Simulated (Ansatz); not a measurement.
Input file for Ansatz (an electronic-structure program):

Ansatz 0.2 input:
```yaml
crystal:
  lattice:
    - [5.3653639918, 0.0, 0.0]
    - [0.0, 5.3653639918, 0.0]
    - [0.0, 0.0, 5.3653639918]
  atoms:
    - { symbol: Ba, position: [0.0, 0.5, 0.5] }
    - { symbol: Ba, position: [0.5, 0.0, 0.5] }
    - { symbol: Ba, position: [0.5, 0.5, 0.0] }
    - { symbol: Si, position: [0.0, 0.0, 0.0] }
    - { symbol: O, position: [0.5, 0.5, 0.5] }
kpoints:
  mp_grid: { grid: [6, 6, 6] }
  band_path:
    path:
      - [[0.0, 0.0, 0.0], [0.0, 0.5, 0.0], [0.5, 0.5, 0.0], [0.0, 0.0, 0.0], [0.5, 0.5, 0.5], [0.0, 0.5, 0.0]]  # Γ-X-M-Γ-R-X
      - [[0.5, 0.5, 0.5], [0.5, 0.5, 0.0]]  # R-M
    npoints: 12
hamiltonian:
  xc: r2scan
  pseudopotentials: { kind: paw }
magnetization: { noncollinear: true, spin_orbit: true }
scf:
  n_extra_bands: 12
  convergence: { dr2_threshold: 0.0000000001 }
  occupations: { method: gaussian, width: 0.05 }
output: { eigenvalues: true }
```

Output (shortened):

```
Pseudopotential: Ba, paw_fr, valence charge 10
Pseudopotential: Si, paw_fr, valence charge 4
Pseudopotential: O, paw_fr, valence charge 6
Functional definition: r2SCAN
non-collinear run that drives no moment, with spin-orbit …
Crystal: 5 atoms, lattice volume = 154.453 Å³
Basis set: ecut = 500 eV, 3887 PW (Γ), exchange–correlation on 160×160×160 points (64 copies of the dense FFT grid, shifted against one another)
Bands: 52, of which v1, the nominal top of the filled ones, is band 40 counted from 1 (39 counted from 0)
Symmetry: 48 space group operations + 48 with time reversal
k-points: 20 of 216
Projection manifold: j_resolved (fully-relativistic pseudo-atomic orbitals)
SCF iter   1: F=—  HF=-19066.420827 eV  |F-HF|=—  |Δ(HF+E_count)|=         —  Δρ=8.79e-2  dr2=1.40e1  dr2_τ=8.17e-2  dr2_m=0.00e0 (ungated)  ethr=3.10e-3  |M|=0.00e0 ∫|m|=0.00e0 μB  |m|>n=0.0e0 m-floor=0.0e0 τ_xc=0.0e0  β_m=0.30  ⟨swp⟩=11.8  Hψ=3238  notcnv=0
preconditioner: auto → Kerker (q_TF=auto, 2.178 Å⁻¹)
spin=Noncollinear: Kerker preconditioning applied to the charge; magnetization (m_x, m_y, m_z) channels mix plain (no charge-response kernel on spin).
SCF iter   2: F=—  HF=-19064.828435 eV  |F-HF|=—  |Δ(HF+E_count)|=    1.59e0  Δρ=2.02e-2  dr2=1.47e0  dr2_τ=5.61e-2  dr2_m=0.00e0 (ungated)  ethr=3.10e-3  |M|=0.00e0 ∫|m|=0.00e0 μB  |m|>n=0.0e0 m-floor=0.0e0 τ_xc=0.0e0  β_m=0.33  ⟨swp⟩=4.0  Hψ=1252  notcnv=0  defer=110
SCF iter   3: F=—  HF=-19064.777461 eV  |F-HF|=—  |Δ(HF+E_count)|=   5.10e-2  Δρ=1.23e-2  dr2=7.15e-1  dr2_τ=1.26e-3  dr2_m=0.00e0 (ungated)  ethr=3.10e-3  |M|=0.00e0 ∫|m|=0.00e0 μB  |m|>n=0.0e0 m-floor=0.0e0 τ_xc=0.0e0  β_m=0.67  ⟨swp⟩=2.1  Hψ=740  notcnv=0  defer=114
SCF iter   4: F=—  HF=-19064.762680 eV  |F-HF|=—  |Δ(HF+E_count)|=   1.48e-2  Δρ=4.13e-3  dr2=4.18e-2  dr2_τ=5.59e-4  dr2_m=0.00e0 (ungated)  ethr=1.79e-3  |M|=0.00e0 ∫|m|=0.00e0 μB  |m|>n=0.0e0 m-floor=0.0e0 τ_xc=0.0e0  β_m=0.83  ⟨swp⟩=3.0  Hψ=716  notcnv=0  defer=116
SCF iter   5: F=—  HF=-19064.766838 eV  |F-HF|=—  |Δ(HF+E_count)|=   4.16e-3  Δρ=1.33e-3  dr2=5.50e-3  dr2_τ=7.71e-5  dr2_m=0.00e0 (ungated)  ethr=1.04e-4  |M|=0.00e0 ∫|m|=0.00e0 μB  |m|>n=0.0e0 m-floor=0.0e0 τ_xc=0.0e0  β_m=0.92  ⟨swp⟩=2.8  Hψ=936  notcnv=0  defer=110
SCF iter   6: F=—  HF=-19064.766903 eV  |F-HF|=—  |Δ(HF+E_count)|=   6.51e-5  Δρ=5.99e-4  dr2=1.29e-3  dr2_τ=8.64e-6  dr2_m=0.00e0 (ungated)  ethr=1.38e-5  |M|=0.00e0 ∫|m|=0.00e0 μB  |m|>n=0.0e0 m-floor=0.0e0 τ_xc=0.0e0  β_m=0.96  ⟨swp⟩=2.4  Hψ=647  notcnv=0  defer=110
SCF iter   7: F=—  HF=-19064.766827 eV  |F-HF|=—  |Δ(HF+E_count)|=   7.66e-5  Δρ=2.03e-4  dr2=1.32e-4  dr2_τ=9.62e-7  dr2_m=0.00e0 (ungated)  ethr=3.23e-6  |M|=0.00e0 ∫|m|=0.00e0 μB  |m|>n=0.0e0 m-floor=0.0e0 τ_xc=0.0e0  β_m=0.98  ⟨swp⟩=2.4  Hψ=674  notcnv=0  defer=110
SCF iter   8: F=—  HF=-19064.766822 eV  |F-HF|=—  |Δ(HF+E_count)|=   4.94e-6  Δρ=4.15e-5  dr2=5.80e-6  dr2_τ=3.08e-8  dr2_m=0.00e0 (ungated)  ethr=3.31e-7  |M|=0.00e0 ∫|m|=0.00e0 μB  |m|>n=0.0e0 m-floor=0.0e0 τ_xc=0.0e0  β_m=0.99  ⟨swp⟩=2.2  Hψ=687  notcnv=0  defer=110
SCF iter  12: F=-19064.766769 eV  HF=-19064.766769 eV  |F-HF|=4.73e-11  |Δ(HF+E_count)|=  8.11e-10  Δρ=1.18e-7  dr2=2.25e-11  dr2_τ=1.79e-13  dr2_m=0.00e0 (ungated)  ethr=1.00e-12  |M|=0.00e0 ∫|m|=0.00e0 μB  |m|>n=0.0e0 m-floor=0.0e0 τ_xc=0.0e0  ⟨swp⟩=12.2  Hψ=2103  notcnv=0
SCF 1 converged in 12 iterations: F = -19064.766769 eV  dr2 = 2.25e-11
NSCF: frozen V_eff on 74 k-points
SCF converged after 12 iterations
Magnetization: |M| = 0.0000 μB,  M = (+0.0000, +0.0000, +0.0000) μB
Absolute magnetization: 0.0000 μB (∫|m|)
  site 0: m = (+0.0000, +0.0000, +0.0000) μB, |m| = 0.0000 μB  (R = 1.11 Å)
  site 1: m = (+0.0000, +0.0000, +0.0000) μB, |m| = 0.0000 μB  (R = 1.11 Å)
  site 2: m = (+0.0000, +0.0000, +0.0000) μB, |m| = 0.0000 μB  (R = 1.11 Å)
  site 3: m = (+0.0000, +0.0000, +0.0000) μB, |m| = 0.0000 μB  (R = 1.56 Å)
  site 4: m = (+0.0000, +0.0000, +0.0000) μB, |m| = 0.0000 μB  (R = 1.11 Å)
Free energy (F): -19064.766769 eV
Harris-Foulkes:  -19064.766769 eV  (|F-HF|=4.73e-11)
Internal energy: -19064.766291 eV  (E = F + TS)
E sigma→0 (E₀):  -19064.766530 eV
Entropy (-TS):   -0.000477 eV (-0.095 meV/atom)
Fermi energy:    8.948557 eV
--- Per-component energies (eV) ---
  E_band       = -161.532686
  E_kinetic    = 722.104422
  E_local      = -1474.211539  (includes V_loc(G=0)·N_el)
  E_nonlocal   = 238.915826
  E_hartree    = 532.590769
  E_xc         = -596.867455
  E_vxc        = -598.483374  (∫ρ·V_xc dr)
  E_paw        = -16392.581349  (= ΣΔE_a)
  E_vpaw       = -145.197984  (= ΣTr[D̂ρ^β])
  E_aug_tail   = 0.000990  (compensation charges beyond the density's cutoff)
  E_vtau       = 30.157454  (kinetic-family band-sum trace: ∫τ·v_τ [+ j·A + Jᵃ·Aᵃ] dr)
  E_ewald      = -2094.818890
  E_core_change = 0.100935  (= ΣΔE_core)
  E_smearing   = -0.000477  (= −TS)
  E_closure    =  0.000000  (closes the sum)
  Σ components = -19064.766769   (vs F -19064.766769, Δ=0.00e0)
  [band-id]    e_kinetic+e_local+e_nonlocal+2·e_hartree+e_vxc+e_vpaw+e_augmentation_tail+e_vtau = -161.532668   (vs E_band -161.532686, Δ=1.79e-5)
--- Band table (eV; the first three rows and the last of 20) ---
  k-point 0: bands = ["-20.7156", "-20.7156", "-20.3828", "-20.3828", "-20.3828", "-20.3828", "-10.4908", "-10.4908", "-7.1121", "-7.1121", "-7.1121", "-7.1121", "-6.4113", "-6.4113", "-5.5760", "-5.5760", "-5.0570", "-5.0570", "-5.0570", "-5.0570", …
  k-point 1: bands = ["-20.6960", "-20.6960", "-20.4014", "-20.4014", "-20.3825", "-20.3825", "-10.5601", "-10.5601", "-7.1038", "-7.1038", "-7.0202", "-7.0202", "-6.4347", "-6.4347", "-5.4990", "-5.4990", "-5.0398", "-5.0398", "-5.0358", "-5.0358", …
  k-point 2: bands = ["-20.6460", "-20.6460", "-20.4494", "-20.4494", "-20.3819", "-20.3819", "-10.6878", "-10.6878", "-7.0871", "-7.0871", "-6.8256", "-6.8256", "-6.5080", "-6.5080", "-5.4077", "-5.4077", "-4.9713", "-4.9713", "-4.9107", "-4.9107", …
  k-point 19: bands = ["-20.4831", "-20.4831", "-20.4831", "-20.4831", "-20.4831", "-20.4831", "-11.2594", "-11.2594", "-6.9028", "-6.9028", "-6.9028", "-6.9028", "-6.2551", "-6.2551", "-5.3978", "-5.3978", "-4.6859", "-4.6859", "-4.6859", "-4.6859", …
```

Cost: very roughly 4 core-minutes on shared cores.

Space group Pm-3m (anti-perovskite). The workflow started from a Materials Project entry (that database holds measured and hypothetical structures alike); the Crystallography Open Database copy checked does not list it. Its standing as an ambient phase is unchecked. Symmetry was held in the r²SCAN relaxation; whether a distortion lowers the energy is not shown.

Potentials: the later of the program's two PAW sets.

Ansatz is a plane-wave DFT program.
